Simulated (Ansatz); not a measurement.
ScOF:
```cif
data_F4O4Sc4
_chemical_formula_sum 'Sc4 F4 O4'
_space_group_name_H-M_alt 'P21'
_space_group_IT_number 4
_space_group_name_Hall 'P 2yb'
_cell_length_a 5.03779
_cell_length_b 5.07459
_cell_length_c 5.21798
_cell_angle_alpha 90.000
_cell_angle_beta 93.421
_cell_angle_gamma 90.000
loop_
_atom_site_label
_atom_site_type_symbol
_atom_site_symmetry_multiplicity
_atom_site_Wyckoff_symbol
_atom_site_fract_x
_atom_site_fract_y
_atom_site_fract_z
_atom_site_occupancy
Sc1 Sc 2 a 0.25788 0.22329 0.01693 1
Sc2 Sc 2 a 0.28057 0.74695 0.44833 1
F1 F 2 a 0.06453 0.37731 0.37235 1
O1 O 2 a 0.07249 0.88970 0.14154 1
F2 F 2 a 0.44021 0.49395 0.74252 1
O2 O 2 a 0.53154 0.49479 0.25102 1
```

Relaxed with r²SCAN.

Problem. Tabulate the valence density and the electron localisation function along the shortest Sc–F contact (2.12 Å), the program Ansatz at the r²SCAN level (PAW).

Solution. 

```
distance from Sc (Å)  density (e/Å³)   ELF
--------------------  --------------  ----
0.21                            7.13  0.18
0.32                            6.65  0.45
0.42                            5.63  0.67
0.53                            4.22  0.77
0.64                            2.77  0.78
0.74                            1.61  0.69
0.85                            0.87  0.41
0.96                            0.51  0.14
1.06                            0.39  0.08
1.17                            0.44  0.18
1.27                            0.64  0.48
1.38                            1.03  0.74
1.49                            1.76  0.81
1.59                            3.17  0.82
1.70                            5.45  0.78
1.80                            8.38  0.70
1.91                           11.25  0.57
```

The density is the valence pseudo-density with augmentation charge, so density and ELF within about 1 Å of a nucleus are not all-electron values.

Space group P2_1. The start of the workflow was typed in or built on a structure type; neither database checked (COD, Materials Project) lists it. Whether it is the stable phase at ambient conditions was not checked. The r²SCAN relaxation kept the symmetry of its start; whether a distortion lowers the energy is not shown. No spin polarisation was allowed.

Potentials: the later of the program's two PAW sets.
